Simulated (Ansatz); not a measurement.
Geometry optimisation in Ansatz: input, command and trajectory.

```yaml
crystal:
  lattice:
    - [4.7902420351, 0.0, 0.0]
    - [-2.3951210176, 4.1484712927, 0.0]
    - [0.0, 0.0, 7.4528384963]
  atoms:
    - { symbol: Cs, position: [0.0, 0.0, 0.0] }
    - { symbol: Cs, position: [0.3333333333, 0.6666666667, 0.645] }
    - { symbol: Cs, position: [0.6666666667, 0.3333333333, 0.355] }
    - { symbol: O, position: [0.3333333333, 0.6666666667, 0.245], spin: 0.54 }
    - { symbol: O, position: [0.6666666667, 0.3333333333, 0.755], spin: 0.54 }
basis:
  ecutwfc: 420
kpoints:
  mp_grid: { grid: [6, 6, 4] }
hamiltonian:
  xc: pbe
scf:
  occupations: { method: gaussian, width: 0.1 }
  lower_state_search: "off"
output:
  forces: true
  stress: true
  eigenvalues: true
  populations: true
magnetization:
  spin_polarized: true
relax:
  adjacent_minimum: "off"
  f_tol: 0.04
  max_steps: 70
  cell: { stress_tol: 0.4 }
```

```bash
ansatz run input.yaml --threads 1 --pin off --max-ram 2560MiB --backend cpu --events-out ev --progress --plain --runs-dir out
```

All numbers below come from DFT PBE, scalar-relativistic, plane waves, PAW (Ansatz).

Of 14 frames 10 are shown, positions in Å and forces in eV/Å; the SCF threshold varies from step to step. Steps run on the plane waves of an earlier cell, with a Pulay correction in the pressure. The basis is chosen afresh for the last frame, the zero of the energies, and at times for earlier ones too; energy and pressure step there, also at an unchanged geometry. Here that happened at steps 6 (-7 meV/atom, 0.3 GPa), 10 (-5 meV/atom, 0.2 GPa), 14 (-2 meV/atom, 0.0 GPa); the frames before carry an error of that size.

```xyz
5
Lattice="4.7902 0.0000 0.0000 -2.3951 4.1485 0.0000 0.0000 0.0000 7.4528" Properties=species:S:1:pos:R:3:forces:R:3 pbc="T T T" step=1 free_energy_over_end_meV_per_atom=54.83 pressure_GPa=1.47
Cs    0.0000    0.0000    0.0000    0.0000    0.0000    0.0000
Cs    0.0000    2.7656    4.8071    0.0000    0.0000    0.5972
Cs    2.3951    1.3828    2.6458    0.0000    0.0000   -0.5972
O     0.0000    2.7656    1.8259    0.0000    0.0000    0.0198
O     2.3951    1.3828    5.6269    0.0000    0.0000   -0.0198
5
Lattice="4.8574 0.0000 0.0000 -2.4287 4.2067 0.0000 0.0000 0.0000 7.6393" Properties=species:S:1:pos:R:3:forces:R:3 pbc="T T T" step=2 free_energy_over_end_meV_per_atom=30.71 pressure_GPa=0.02
Cs    0.0000    0.0000    0.0000    0.0000    0.0000    0.0000
Cs    0.0000    2.8044    5.1276    0.0000    0.0000   -0.0804
Cs    2.4287    1.4022    2.5116    0.0000    0.0000    0.0804
O     0.0000    2.8044    1.9071    0.0000    0.0000   -0.0683
O     2.4287    1.4022    5.7322    0.0000    0.0000    0.0683
5
Lattice="4.7154 0.0000 0.0000 -2.3577 4.0837 0.0000 0.0000 0.0000 8.0604" Properties=species:S:1:pos:R:3:forces:R:3 pbc="T T T" step=4 free_energy_over_end_meV_per_atom=24.73 pressure_GPa=0.30
Cs    0.0000    0.0000    0.0000    0.0000    0.0000    0.0000
Cs    0.0000    2.7224    5.3743    0.0000    0.0000   -0.0365
Cs    2.3577    1.3612    2.6860    0.0000    0.0000    0.0365
O     0.0000    2.7224    1.9661    0.0000    0.0000   -0.0893
O     2.3577    1.3612    6.0942    0.0000    0.0000    0.0893
5
Lattice="4.7106 0.0000 0.0000 -2.3553 4.0795 0.0000 0.0000 0.0000 8.2407" Properties=species:S:1:pos:R:3:forces:R:3 pbc="T T T" step=5 free_energy_over_end_meV_per_atom=23.89 pressure_GPa=-0.27
Cs    0.0000    0.0000    0.0000    0.0000    0.0000    0.0000
Cs    0.0000    2.7197    5.4860    0.0000    0.0000    0.0337
Cs    2.3553    1.3598    2.7547    0.0000    0.0000   -0.0337
O     0.0000    2.7197    1.9294    0.0000    0.0000   -0.0092
O     2.3553    1.3598    6.3113    0.0000    0.0000    0.0092
5
Lattice="4.6297 0.0000 0.0000 -2.3148 4.0094 0.0000 0.0000 0.0000 8.5484" Properties=species:S:1:pos:R:3:forces:R:3 pbc="T T T" step=7 free_energy_over_end_meV_per_atom=12.19 pressure_GPa=0.10
Cs    0.0000    0.0000    0.0000    0.0000    0.0000    0.0000
Cs    0.0000    2.6729    5.7038    0.0000    0.0000    0.0211
Cs    2.3148    1.3365    2.8445    0.0000    0.0000   -0.0211
O     0.0000    2.6729    1.9307    0.0000    0.0000   -0.0213
O     2.3148    1.3365    6.6176    0.0000    0.0000    0.0213
5
Lattice="4.5463 0.0000 0.0000 -2.2732 3.9372 0.0000 0.0000 0.0000 8.9119" Properties=species:S:1:pos:R:3:forces:R:3 pbc="T T T" step=8 free_energy_over_end_meV_per_atom=9.32 pressure_GPa=0.00
Cs    0.0000    0.0000    0.0000    0.0000    0.0000    0.0000
Cs    0.0000    2.6248    5.9699    0.0000    0.0000    0.0566
Cs    2.2732    1.3124    2.9420    0.0000    0.0000   -0.0566
O     0.0000    2.6248    1.9047    0.0000    0.0000    0.0407
O     2.2732    1.3124    7.0071    0.0000    0.0000   -0.0407
5
Lattice="4.5067 0.0000 0.0000 -2.2533 3.9029 0.0000 0.0000 0.0000 9.1166" Properties=species:S:1:pos:R:3:forces:R:3 pbc="T T T" step=10 free_energy_over_end_meV_per_atom=4.01 pressure_GPa=0.27
Cs    0.0000    0.0000    0.0000    0.0000    0.0000    0.0000
Cs    0.0000    2.6019    6.1505    0.0000    0.0000   -0.0322
Cs    2.2533    1.3010    2.9661    0.0000    0.0000    0.0322
O     0.0000    2.6019    1.9251    0.0000    0.0000   -0.0248
O     2.2533    1.3010    7.1915    0.0000    0.0000    0.0248
5
Lattice="4.4262 0.0000 0.0000 -2.2131 3.8332 0.0000 0.0000 0.0000 9.4856" Properties=species:S:1:pos:R:3:forces:R:3 pbc="T T T" step=11 free_energy_over_end_meV_per_atom=3.36 pressure_GPa=0.01
Cs    0.0000    0.0000    0.0000    0.0000    0.0000    0.0000
Cs    0.0000    2.5555    6.3654    0.0000    0.0000    0.1484
Cs    2.2131    1.2777    3.1201    0.0000    0.0000   -0.1484
O     0.0000    2.5555    1.9478    0.0000    0.0000    0.0846
O     2.2131    1.2777    7.5377    0.0000    0.0000   -0.0846
5
Lattice="4.4572 0.0000 0.0000 -2.2286 3.8601 0.0000 0.0000 0.0000 9.6510" Properties=species:S:1:pos:R:3:forces:R:3 pbc="T T T" step=13 free_energy_over_end_meV_per_atom=2.28 pressure_GPa=-0.05
Cs    0.0000    0.0000    0.0000    0.0000    0.0000    0.0000
Cs    0.0000    2.5734    6.5773    0.0000    0.0000   -0.0096
Cs    2.2286    1.2867    3.0738    0.0000    0.0000    0.0096
O     0.0000    2.5734    1.9615    0.0000    0.0000   -0.0248
O     2.2286    1.2867    7.6895    0.0000    0.0000    0.0248
5
Lattice="4.4572 0.0000 0.0000 -2.2286 3.8601 0.0000 0.0000 0.0000 9.6510" Properties=species:S:1:pos:R:3:forces:R:3 pbc="T T T" step=14 free_energy_over_end_meV_per_atom=0.00 pressure_GPa=0.00
Cs    0.0000    0.0000    0.0000    0.0000    0.0000    0.0000
Cs    0.0000    2.5734    6.5773    0.0000    0.0000   -0.0088
Cs    2.2286    1.2867    3.0738    0.0000    0.0000    0.0088
O     0.0000    2.5734    1.9615    0.0000    0.0000   -0.0237
O     2.2286    1.2867    7.6895    0.0000    0.0000    0.0237
```

The start puts this composition into another compound's structure type, which needn't suit it. At the end the space group is P-3m1 (tolerance 0.05 Å).

Time: 3.8 min on 1 thread of Arm Neoverse V2, on a shared host, peak memory 0.51 GiB.

The k mesh is coarse. Spin-orbit coupling is left out, which matters for the bands of heavy elements.